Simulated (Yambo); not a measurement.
**Optical response of SiO$_{2}$**

```
CELL_PARAMETERS angstrom
      5.06109     0.00000     0.00000
     -2.53055     4.38303     0.00000
      0.00000     0.00000     5.54050
ATOMIC_POSITIONS crystal
  O  0.79137 0.58274 0.50000
  O  0.20863 0.79137 0.83333
  O  0.41726 0.20863 0.16667
  O  0.20863 0.41726 0.50000
  O  0.79137 0.20863 0.83333
  O  0.58274 0.79137 0.16667
  Si 0.00000 0.50000 0.66667
  Si 0.50000 0.00000 0.00000
  Si 0.50000 0.50000 0.33333
```

Yambo, RPA with local fields on LDA bands; 6×6×4 mesh, 95 bands, 3 Ry local-field block, 0.2 eV broadening; field along x.

```tsv
E (eV)	Im ε	Re ε	Im ε, independent particles
0.0	0.00	2.30	0.00
0.6	0.00	2.31	0.00
1.2	0.00	2.32	0.01
1.9	0.01	2.33	0.01
2.5	0.01	2.36	0.01
3.1	0.01	2.40	0.01
3.8	0.02	2.44	0.02
4.4	0.02	2.50	0.03
5.0	0.03	2.59	0.03
5.6	0.04	2.70	0.05
6.2	0.07	2.86	0.08
6.9	0.14	3.12	0.15
7.5	0.41	3.50	0.44
8.1	0.98	3.63	1.05
8.8	1.81	3.65	2.03
9.4	2.42	3.13	2.81
10.0	2.17	2.00	2.44
10.6	1.91	1.83	2.14
11.2	1.68	1.73	2.05
11.9	1.60	1.91	2.17
12.5	1.88	1.82	2.27
13.1	1.76	1.65	2.01
13.8	1.94	1.58	2.25
14.4	2.03	1.31	2.52
15.0	1.95	1.17	2.40
15.6	2.01	0.81	2.32
16.2	1.69	0.75	1.91
16.9	1.55	0.80	1.84
17.5	1.71	0.42	1.86
18.1	1.50	0.21	1.52
18.8	1.03	0.27	1.21
19.4	0.94	0.35	1.11
20.0	0.83	0.45	0.99
```

Structure narrower than a few tenths of an eV can come from the finite k mesh. Convergence of the RPA response with its 6×6×4 mesh was not tested. No excitonic effects at this level.

Geometry of the Materials Project entry, not relaxed at this level.

This is not the ordinary phase of the substance.
